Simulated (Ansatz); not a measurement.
# Data sheet: GaSb (DFT)

GaSb:
```xyz
6
Lattice="4.3449 0.0000 0.0000 -2.1725 3.7628 0.0000 0.0000 0.0000 9.4126" Properties=species:S:1:pos:R:3 pbc="T T T"
Ga     2.1743     0.0000     6.2751
Ga    -1.0872     1.8830     3.1375
Ga     1.0853     1.8798     0.0000
Sb     2.1737     0.0000     1.5688
Sb    -1.0868     1.8825     7.8438
Sb     1.0856     1.8804     4.7063
```

Space group P6_222 (No. 180); conventional cell a = b = 4.3449 Å, c = 9.4126 Å, α = β = 90.00°, γ = 120.00°.

Method: PBEsol in the plane-wave PAW code Ansatz. The cell and atoms are relaxed at this level. Other levels are named where they apply.

Cell and energy:

- Volume per atom: 25.65 Å³
- Density: 6.20 g/cm³
- Formation energy from the elements (no fitted shifts): -0.009 eV/atom

Electronic structure:

- Electronic character: metallic (no gap)
- Density of states at the Fermi level: 0.04 states/eV per atom (mean over ±0.08 eV)

The start of the workflow was typed in or built on a structure type; neither database checked (COD, Materials Project) lists it. It is not the phase usual at ambient conditions (space group No. 216). The PBEsol relaxation kept the symmetry of its start; its stability against distortions is not shown here. A small band overlap can be real or an error of a semilocal functional. Point labels and valley counts follow the cell and symmetry of the run, lower than the named group. The references are the lowest solids computed at this level, not always the standard phases. Scalar-relativistic: spin–orbit coupling is off unless named, which matters more the heavier the elements.

Potentials: the later of the program's two PAW sets.
